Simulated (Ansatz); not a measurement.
Crystals of one structure type (zinc blende) and one family of elements, relaxed and computed with PBEsol (plane waves, PAW; program Ansatz); HSE06 gaps on those cells.

```json
[
 {"crystal": "GaAs", "gap (eV)": "0.42", "HSE06 gap (eV)": "1.40"},
 {"crystal": "InP", "gap (eV)": "0.56", "HSE06 gap (eV)": "1.44"},
 {"crystal": "BAs", "gap (eV)": "1.08", "HSE06 gap (eV)": "1.82"},
 {"crystal": "BP", "gap (eV)": "1.11", "HSE06 gap (eV)": "1.94"},
 {"crystal": "AlAs", "gap (eV)": "1.34", "HSE06 gap (eV)": "?"},
 {"crystal": "GaP", "gap (eV)": "1.45", "HSE06 gap (eV)": "2.25"},
 {"crystal": "AlN", "gap (eV)": "3.19", "HSE06 gap (eV)": "4.55"}
]
```

Problem. Fit a straight line to E_g(HSE06) against E_g and predict the withheld value.

Solution. Least squares on the 6 shown rows: E_g(HSE06) = 1.169 × E_g + (0.712), with a scatter of 0.14. For AlAs this gives 2.28. The run itself gave 2.09, a miss of 0.19.

All cells were relaxed under the symmetry of their starts (and spin orders); stability against distortions was not tested throughout. Scalar-relativistic: spin–orbit coupling is off unless named, which matters more the heavier the elements.

Potentials: the earlier of the program's two PAW sets. The files were generated under PBE; for other functionals the program regenerates the frozen cores, and for LDA and PBEsol the local potential too.
